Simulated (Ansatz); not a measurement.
Geometry optimisation in Ansatz: input, command and trajectory.

```yaml
crystal:
  lattice:
    - [5.92742, 0.0, 0.0]
    - [0.0, 8.354309, 0.0]
    - [0.0, 0.0, 5.889325]
  atoms:
    - { symbol: Zr, position: [0.0, 0.0, 0.0] }
    - { symbol: Zr, position: [0.0, 0.5, 0.0] }
    - { symbol: Zr, position: [0.5, 0.0, 0.5] }
    - { symbol: Zr, position: [0.5, 0.5, 0.5] }
    - { symbol: Pb, position: [0.523862, 0.25, 0.006927] }
    - { symbol: Pb, position: [0.023862, 0.25, 0.493073] }
    - { symbol: Pb, position: [0.976138, 0.75, 0.506927] }
    - { symbol: Pb, position: [0.476138, 0.75, 0.993073] }
    - { symbol: O, position: [0.015782, 0.75, 0.077229] }
    - { symbol: O, position: [0.287512, 0.040192, 0.211509] }
    - { symbol: O, position: [0.287512, 0.459808, 0.211509] }
    - { symbol: O, position: [0.787512, 0.040192, 0.288491] }
    - { symbol: O, position: [0.787512, 0.459808, 0.288491] }
    - { symbol: O, position: [0.515782, 0.75, 0.422771] }
    - { symbol: O, position: [0.484218, 0.25, 0.577229] }
    - { symbol: O, position: [0.212488, 0.540192, 0.711509] }
    - { symbol: O, position: [0.212488, 0.959808, 0.711509] }
    - { symbol: O, position: [0.712488, 0.540192, 0.788491] }
    - { symbol: O, position: [0.712488, 0.959808, 0.788491] }
    - { symbol: O, position: [0.984218, 0.25, 0.922771] }
basis:
  ecutwfc: 500
kpoints:
  mp_grid: { grid: [4, 4, 4] }
hamiltonian:
  xc: r2scan
scf:
  occupations: { method: gaussian, width: 0.02 }
output:
  forces: true
  stress: true
  eigenvalues: true
  write_density: true
  write_potential: true
  elf: true
  volumetric_format: npy
relax:
  adjacent_minimum: "off"
  f_tol: 0.005
  max_steps: 80
  cell: { stress_tol: 0.05 }
```

```bash
ansatz run input.yaml --threads 4 --pin off --max-ram 10240MiB --backend cpu --events-out ev --progress --plain --runs-dir out
```

Computed with DFT r2SCAN, scalar-relativistic, plane waves, PAW (Ansatz).

Of 8 frames 8 are shown, positions in Å and forces in eV/Å; the SCF threshold varies from step to step. Steps run on the plane waves of an earlier cell, with a Pulay correction in the pressure. The basis is chosen afresh for the last frame, the zero of the energies, and at times for earlier ones too; energy and pressure can step there, also at an unchanged geometry. Where two frames share a geometry here, they differ by under 2 meV/atom and 0.3 GPa.

```xyz
20
Lattice="5.9274 0.0000 0.0000 0.0000 8.3543 0.0000 0.0000 0.0000 5.8893" Properties=species:S:1:pos:R:3:forces:R:3 pbc="T T T" step=1 free_energy_over_end_meV_per_atom=11.12 pressure_GPa=-5.61
Zr    0.0000    0.0000    0.0000    0.0000    0.0000    0.0000
Zr    0.0000    4.1772    0.0000    0.0000    0.0000    0.0000
Zr    2.9637    0.0000    2.9447    0.0000    0.0000    0.0000
Zr    2.9637    4.1772    2.9447    0.0000    0.0000    0.0000
Pb    3.1052    2.0886    0.0408   -0.0353    0.0000   -0.0109
Pb    0.1414    2.0886    2.9039   -0.0353    0.0000    0.0109
Pb    5.7860    6.2657    2.9855    0.0353    0.0000   -0.0109
Pb    2.8223    6.2657    5.8485    0.0353    0.0000    0.0109
O     0.0935    6.2657    0.4548   -0.0581    0.0000   -0.2070
O     1.7042    0.3358    1.2456   -0.0835   -0.1344    0.1022
O     1.7042    3.8414    1.2456   -0.0835    0.1344    0.1022
O     4.6679    0.3358    1.6990   -0.0835   -0.1344   -0.1022
O     4.6679    3.8414    1.6990   -0.0835    0.1344   -0.1022
O     3.0573    6.2657    2.4898   -0.0581    0.0000    0.2070
O     2.8702    2.0886    3.3995    0.0581    0.0000   -0.2070
O     1.2595    4.5129    4.1903    0.0835   -0.1344    0.1022
O     1.2595    8.0185    4.1903    0.0835    0.1344    0.1022
O     4.2232    4.5129    4.6437    0.0835   -0.1344   -0.1022
O     4.2232    8.0185    4.6437    0.0835    0.1344   -0.1022
O     5.8339    2.0886    5.4345    0.0581    0.0000    0.2070
20
Lattice="5.8219 0.0000 0.0000 0.0000 8.2007 0.0000 0.0000 0.0000 5.7770" Properties=species:S:1:pos:R:3:forces:R:3 pbc="T T T" step=2 free_energy_over_end_meV_per_atom=4.36 pressure_GPa=4.04
Zr    0.0000    0.0000    0.0000    0.0000    0.0000    0.0000
Zr    0.0000    4.1003    0.0000    0.0000    0.0000    0.0000
Zr    2.9109    0.0000    2.8885    0.0000    0.0000    0.0000
Zr    2.9109    4.1003    2.8885    0.0000    0.0000    0.0000
Pb    3.0434    2.0502    0.0329   -0.0279    0.0000    0.0180
Pb    0.1324    2.0502    2.8556   -0.0279    0.0000   -0.0180
Pb    5.6894    6.1505    2.9214    0.0279    0.0000    0.0180
Pb    2.7785    6.1505    5.7441    0.0279    0.0000   -0.0180
O     0.0816    6.1505    0.4255   -0.0455    0.0000   -0.0238
O     1.6672    0.3197    1.2290   -0.0114   -0.0523    0.0248
O     1.6672    3.7806    1.2290   -0.0114    0.0523    0.0248
O     4.5781    0.3197    1.6595   -0.0114   -0.0523   -0.0248
O     4.5781    3.7806    1.6595   -0.0114    0.0523   -0.0248
O     2.9926    6.1505    2.4630   -0.0455    0.0000    0.0238
O     2.8293    2.0502    3.3140    0.0455    0.0000   -0.0238
O     1.2438    4.4201    4.1175    0.0114   -0.0523    0.0248
O     1.2438    7.8810    4.1175    0.0114    0.0523    0.0248
O     4.1547    4.4201    4.5480    0.0114   -0.0523   -0.0248
O     4.1547    7.8810    4.5480    0.0114    0.0523   -0.0248
O     5.7402    2.0502    5.3515    0.0455    0.0000    0.0238
20
Lattice="5.8637 0.0000 0.0000 0.0000 8.2631 0.0000 0.0000 0.0000 5.8309" Properties=species:S:1:pos:R:3:forces:R:3 pbc="T T T" step=3 free_energy_over_end_meV_per_atom=0.10 pressure_GPa=-0.14
Zr    0.0000    0.0000    0.0000    0.0000    0.0000    0.0000
Zr    0.0000    4.1316    0.0000    0.0000    0.0000    0.0000
Zr    2.9319    0.0000    2.9154    0.0000    0.0000    0.0000
Zr    2.9319    4.1316    2.9154    0.0000    0.0000    0.0000
Pb    3.0354    2.0658    0.0316    0.0171    0.0000    0.0090
Pb    0.1035    2.0658    2.8838    0.0171    0.0000   -0.0090
Pb    5.7602    6.1973    2.9470   -0.0171    0.0000    0.0090
Pb    2.8284    6.1973    5.7992   -0.0171    0.0000   -0.0090
O     0.0823    6.1973    0.4200   -0.0667    0.0000   -0.0502
O     1.6696    0.3086    1.2510   -0.0120   -0.0138    0.0151
O     1.6696    3.8229    1.2510   -0.0120    0.0138    0.0151
O     4.6015    0.3086    1.6645   -0.0120   -0.0138   -0.0151
O     4.6015    3.8229    1.6645   -0.0120    0.0138   -0.0151
O     3.0141    6.1973    2.4954   -0.0667    0.0000    0.0502
O     2.8496    2.0658    3.3354    0.0667    0.0000   -0.0502
O     1.2622    4.4402    4.1664    0.0120   -0.0138    0.0151
O     1.2622    7.9545    4.1664    0.0120    0.0138    0.0151
O     4.1941    4.4402    4.5799    0.0120   -0.0138   -0.0151
O     4.1941    7.9545    4.5799    0.0120    0.0138   -0.0151
O     5.7815    2.0658    5.4109    0.0667    0.0000    0.0502
20
Lattice="5.8532 0.0000 0.0000 0.0000 8.2668 0.0000 0.0000 0.0000 5.8387" Properties=species:S:1:pos:R:3:forces:R:3 pbc="T T T" step=4 free_energy_over_end_meV_per_atom=-0.08 pressure_GPa=-0.14
Zr    0.0000    0.0000    0.0000    0.0000    0.0000    0.0000
Zr    0.0000    4.1334    0.0000    0.0000    0.0000    0.0000
Zr    2.9266    0.0000    2.9193    0.0000    0.0000    0.0000
Zr    2.9266    4.1334    2.9193    0.0000    0.0000    0.0000
Pb    3.0352    2.0667    0.0303   -0.0247    0.0000    0.0205
Pb    0.1086    2.0667    2.8891   -0.0247    0.0000   -0.0205
Pb    5.7446    6.2001    2.9496    0.0247    0.0000    0.0205
Pb    2.8180    6.2001    5.8084    0.0247    0.0000   -0.0205
O     0.0634    6.2001    0.4145   -0.0012    0.0000   -0.0201
O     1.6665    0.3077    1.2541   -0.0040   -0.0154    0.0121
O     1.6665    3.8257    1.2541   -0.0040    0.0154    0.0121
O     4.5931    0.3077    1.6652   -0.0040   -0.0154   -0.0121
O     4.5931    3.8257    1.6652   -0.0040    0.0154   -0.0121
O     2.9900    6.2001    2.5048   -0.0012    0.0000    0.0201
O     2.8631    2.0667    3.3338    0.0012    0.0000   -0.0201
O     1.2600    4.4411    4.1734    0.0040   -0.0154    0.0121
O     1.2600    7.9591    4.1734    0.0040    0.0154    0.0121
O     4.1866    4.4411    4.5845    0.0040   -0.0154   -0.0121
O     4.1866    7.9591    4.5845    0.0040    0.0154   -0.0121
O     5.7897    2.0667    5.4242    0.0012    0.0000    0.0201
20
Lattice="5.8507 0.0000 0.0000 0.0000 8.2661 0.0000 0.0000 0.0000 5.8421" Properties=species:S:1:pos:R:3:forces:R:3 pbc="T T T" step=5 free_energy_over_end_meV_per_atom=-0.17 pressure_GPa=-0.12
Zr    0.0000    0.0000    0.0000    0.0000    0.0000    0.0000
Zr    0.0000    4.1331    0.0000    0.0000    0.0000    0.0000
Zr    2.9254    0.0000    2.9211    0.0000    0.0000    0.0000
Zr    2.9254    4.1331    2.9211    0.0000    0.0000    0.0000
Pb    3.0187    2.0665    0.0387   -0.0131    0.0000    0.0016
Pb    0.0933    2.0665    2.8823   -0.0131    0.0000   -0.0016
Pb    5.7574    6.1996    2.9598    0.0131    0.0000    0.0016
Pb    2.8321    6.1996    5.8034    0.0131    0.0000   -0.0016
O     0.0552    6.1996    0.4126    0.0021    0.0000   -0.0114
O     1.6606    0.3109    1.2606   -0.0047   -0.0105    0.0068
O     1.6606    3.8221    1.2606   -0.0047    0.0105    0.0068
O     4.5860    0.3109    1.6605   -0.0047   -0.0105   -0.0068
O     4.5860    3.8221    1.6605   -0.0047    0.0105   -0.0068
O     2.9806    6.1996    2.5084    0.0021    0.0000    0.0114
O     2.8701    2.0665    3.3337   -0.0021    0.0000   -0.0114
O     1.2648    4.4440    4.1816    0.0047   -0.0105    0.0068
O     1.2648    7.9552    4.1816    0.0047    0.0105    0.0068
O     4.1901    4.4440    4.5815    0.0047   -0.0105   -0.0068
O     4.1901    7.9552    4.5815    0.0047    0.0105   -0.0068
O     5.7955    2.0665    5.4295   -0.0021    0.0000    0.0114
20
Lattice="5.8519 0.0000 0.0000 0.0000 8.2609 0.0000 0.0000 0.0000 5.8424" Properties=species:S:1:pos:R:3:forces:R:3 pbc="T T T" step=6 free_energy_over_end_meV_per_atom=-0.21 pressure_GPa=0.01
Zr    0.0000    0.0000    0.0000    0.0000    0.0000    0.0000
Zr    0.0000    4.1305    0.0000    0.0000    0.0000    0.0000
Zr    2.9259    0.0000    2.9212    0.0000    0.0000    0.0000
Zr    2.9259    4.1305    2.9212    0.0000    0.0000    0.0000
Pb    3.0052    2.0652    0.0399    0.0016    0.0000    0.0090
Pb    0.0793    2.0652    2.8813    0.0016    0.0000   -0.0090
Pb    5.7726    6.1957    2.9611   -0.0016    0.0000    0.0090
Pb    2.8467    6.1957    5.8025   -0.0016    0.0000   -0.0090
O     0.0506    6.1957    0.4097   -0.0020    0.0000    0.0041
O     1.6560    0.3111    1.2655   -0.0014   -0.0061    0.0000
O     1.6560    3.8193    1.2655   -0.0014    0.0061    0.0000
O     4.5820    0.3111    1.6557   -0.0014   -0.0061    0.0000
O     4.5820    3.8193    1.6557   -0.0014    0.0061    0.0000
O     2.9765    6.1957    2.5115   -0.0020    0.0000   -0.0041
O     2.8754    2.0652    3.3309    0.0020    0.0000    0.0041
O     1.2699    4.4416    4.1867    0.0014   -0.0061    0.0000
O     1.2699    7.9498    4.1867    0.0014    0.0061    0.0000
O     4.1958    4.4416    4.5769    0.0014   -0.0061    0.0000
O     4.1958    7.9498    4.5769    0.0014    0.0061    0.0000
O     5.8013    2.0652    5.4328    0.0020    0.0000   -0.0041
20
Lattice="5.8535 0.0000 0.0000 0.0000 8.2559 0.0000 0.0000 0.0000 5.8450" Properties=species:S:1:pos:R:3:forces:R:3 pbc="T T T" step=7 free_energy_over_end_meV_per_atom=-0.22 pressure_GPa=0.00
Zr    0.0000    0.0000    0.0000    0.0000    0.0000    0.0000
Zr    0.0000    4.1280    0.0000    0.0000    0.0000    0.0000
Zr    2.9267    0.0000    2.9225    0.0000    0.0000    0.0000
Zr    2.9267    4.1280    2.9225    0.0000    0.0000    0.0000
Pb    3.0052    2.0640    0.0433   -0.0006    0.0000    0.0002
Pb    0.0784    2.0640    2.8792   -0.0006    0.0000   -0.0002
Pb    5.7750    6.1919    2.9658    0.0006    0.0000    0.0002
Pb    2.8483    6.1919    5.8017    0.0006    0.0000   -0.0002
O     0.0492    6.1919    0.4117    0.0007    0.0000   -0.0018
O     1.6534    0.3122    1.2692    0.0003    0.0010   -0.0002
O     1.6534    3.8158    1.2692    0.0003   -0.0010   -0.0002
O     4.5801    0.3122    1.6533    0.0003    0.0010    0.0002
O     4.5801    3.8158    1.6533    0.0003   -0.0010    0.0002
O     2.9759    6.1919    2.5108    0.0007    0.0000    0.0018
O     2.8776    2.0640    3.3342   -0.0007    0.0000   -0.0018
O     1.2734    4.4402    4.1917   -0.0003    0.0010   -0.0002
O     1.2734    7.9437    4.1917   -0.0003   -0.0010   -0.0002
O     4.2001    4.4402    4.5758   -0.0003    0.0010    0.0002
O     4.2001    7.9437    4.5758   -0.0003   -0.0010    0.0002
O     5.8043    2.0640    5.4333   -0.0007    0.0000    0.0018
20
Lattice="5.8535 0.0000 0.0000 0.0000 8.2559 0.0000 0.0000 0.0000 5.8450" Properties=species:S:1:pos:R:3:forces:R:3 pbc="T T T" step=8 free_energy_over_end_meV_per_atom=0.00 pressure_GPa=0.01
Zr    0.0000    0.0000    0.0000    0.0000    0.0000    0.0000
Zr    0.0000    4.1280    0.0000    0.0000    0.0000    0.0000
Zr    2.9267    0.0000    2.9225    0.0000    0.0000    0.0000
Zr    2.9267    4.1280    2.9225    0.0000    0.0000    0.0000
Pb    3.0052    2.0640    0.0433   -0.0005    0.0000    0.0002
Pb    0.0784    2.0640    2.8792   -0.0005    0.0000   -0.0002
Pb    5.7750    6.1919    2.9658    0.0005    0.0000    0.0002
Pb    2.8483    6.1919    5.8017    0.0005    0.0000   -0.0002
O     0.0492    6.1919    0.4117    0.0007    0.0000   -0.0019
O     1.6534    0.3122    1.2692    0.0002    0.0009   -0.0001
O     1.6534    3.8158    1.2692    0.0002   -0.0009   -0.0001
O     4.5801    0.3122    1.6533    0.0002    0.0009    0.0001
O     4.5801    3.8158    1.6533    0.0002   -0.0009    0.0001
O     2.9759    6.1919    2.5108    0.0007    0.0000    0.0019
O     2.8776    2.0640    3.3342   -0.0007    0.0000   -0.0019
O     1.2734    4.4402    4.1917   -0.0002    0.0009   -0.0001
O     1.2734    7.9437    4.1917   -0.0002   -0.0009   -0.0001
O     4.2001    4.4402    4.5758   -0.0002    0.0009    0.0001
O     4.2001    7.9437    4.5758   -0.0002   -0.0009    0.0001
O     5.8043    2.0640    5.4333   -0.0007    0.0000    0.0019
```

It took 3.7 min on 4 threads of Oxide Virtual Turin-like Processor (Zen 5), with other jobs on the host, peak memory 2.2 GiB.

Spin–orbit coupling is left out, which can shift energies with elements as heavy as these.